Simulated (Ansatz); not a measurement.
A 12-atom cell of CO₂ started from a crystallographic database, relaxed with r2SCAN+rVV10. It is cubic, Pa-3 (No. 205); a = 5.442 Å in the conventional setting, 13.43 Å³ an atom. C is surrounded by 2 O at 1.16 Å; O is surrounded by 1 C at 1.16 Å.

```yaml
crystal:
  lattice:
    - [5.44227, 0.00000, 0.00000]
    - [0.00000, 5.44227, 0.00000]
    - [0.00000, 0.00000, 5.44227]
  atoms:
    - { symbol: C, position: [0.00000, 0.00000, 0.00000] }
    - { symbol: C, position: [0.50000, 0.00000, 0.50000] }
    - { symbol: C, position: [0.50000, 0.50000, 0.00000] }
    - { symbol: C, position: [0.00000, 0.50000, 0.50000] }
    - { symbol: O, position: [0.12309, 0.12309, 0.12309] }
    - { symbol: O, position: [0.37691, 0.87691, 0.62309] }
    - { symbol: O, position: [0.62309, 0.37691, 0.87691] }
    - { symbol: O, position: [0.87691, 0.62309, 0.37691] }
    - { symbol: O, position: [0.87691, 0.87691, 0.87691] }
    - { symbol: O, position: [0.62309, 0.12309, 0.37691] }
    - { symbol: O, position: [0.37691, 0.62309, 0.12309] }
    - { symbol: O, position: [0.12309, 0.37691, 0.62309] }
```

The questions ask for values computed with the PAW code Ansatz on this geometry. Calculated for a static, non-magnetic cell.

Problem. What gap does PBE give, and where are the band edges?

Solution. With PBE the gap is 6.97 eV and direct, at Γ.

Problem. What does r2SCAN give for the gap (6×6×6 mesh)?

Solution. With r2SCAN the gap is 7.59 eV and direct, at Γ. The gap differs by +0.62 eV from PBE's.

Problem. How does the gap change from PBE to HSE06 (4×4×4)?

Solution. With HSE06 the gap is 8.73 eV and direct, at Γ. The gap differs by +1.76 eV from PBE's.

Problem. Estimate the gap with PBE0 on 4×4×4.

Solution. PBE0 gives a direct gap of 9.52 eV at Γ. The gap differs by +2.55 eV from PBE's.

Problem. What are ε∞ and the Born charges with r2SCAN?

Solution. ε∞: 2.02 in all directions. Born charges, averaged over directions: C +1.51, O -0.76 e. The program notes that the ground state's band table doesn't vouch for all the bands that the response reads.

Problem. What do these levels agree on?

Solution. r2SCAN covers 35 % of the step from PBE to HSE06. Among these functionals the gap stays direct.

The meshes of the hybrids are coarse, so their gaps aren't converged to the digits shown.
